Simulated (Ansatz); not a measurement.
Data:

GaAs:
Space group F-43m (No. 216); a = b = c = 5.745 Å, α = β = γ = 90.00°

```json
[
 {"atom": "Ga", "site": "4a", "symmetry": "-43m", "x": "0.0000", "y": "0.0000", "z": "0.0000"},
 {"atom": "As", "site": "4c", "symmetry": "-43m", "x": "0.2500", "y": "0.2500", "z": "0.2500"}
]
```
(The calculation used a cell of 2 atoms; values per cell refer to that cell.)

This is the PBE-relaxed structure.

Task: All from PBE (plane waves, PAW; program Ansatz), unless another level is named. Predict the formation energy from the elements (no fitted shifts).

Result: -0.35 eV/atom.

Task: Next, the band gap?

Result: 0.16 eV (direct).

Task: Predict the valence-band maximum.

Result: at Γ.

Symmetry was held in the PBE relaxation. The references are the lowest solids computed at this level, not always the standard phases. Scalar-relativistic: spin–orbit coupling is off unless named, which matters more the heavier the elements.

Potentials: the later of the program's two PAW sets.
